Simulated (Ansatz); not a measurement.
Nb$_{3}$Si (Cu3Au type, Pm-3m) under volume change, plane-wave PAW PBEsol (Ansatz code), scaled uniformly.

```json
[
 {"V (Å³/atom)": "14.870", "E − E(relaxed) (meV/atom)": "91.6", "P (GPa)": "21.50"},
 {"V (Å³/atom)": "15.360", "E − E(relaxed) (meV/atom)": "38.7", "P (GPa)": "13.29"},
 {"V (Å³/atom)": "15.851", "E − E(relaxed) (meV/atom)": "9.2", "P (GPa)": "6.17"},
 {"V (Å³/atom)": "16.341", "E − E(relaxed) (meV/atom)": "0.0", "P (GPa)": "0.00"},
 {"V (Å³/atom)": "16.831", "E − E(relaxed) (meV/atom)": "8.4", "P (GPa)": "-5.33"},
 {"V (Å³/atom)": "17.321", "E − E(relaxed) (meV/atom)": "31.8", "P (GPa)": "-9.91"},
 {"V (Å³/atom)": "17.811", "E − E(relaxed) (meV/atom)": "68.3", "P (GPa)": "-13.85"}
]
```

Question: What does a third-order Birch–Murnaghan fit give for V₀, B₀ and B′?

Answer: V₀ = 16.34 Å³/atom, B₀ = 190 GPa, B′ = 3.8.

The workflow started from an entry of the Crystallography Open Database (COD), which files this formula under 2 space groups. Its standing as an ambient phase is unchecked. Symmetry was held in the PBEsol relaxation. At this level the phase is mechanically unstable. The run is not spin-polarised.

Potentials: the later of the program's two PAW sets.
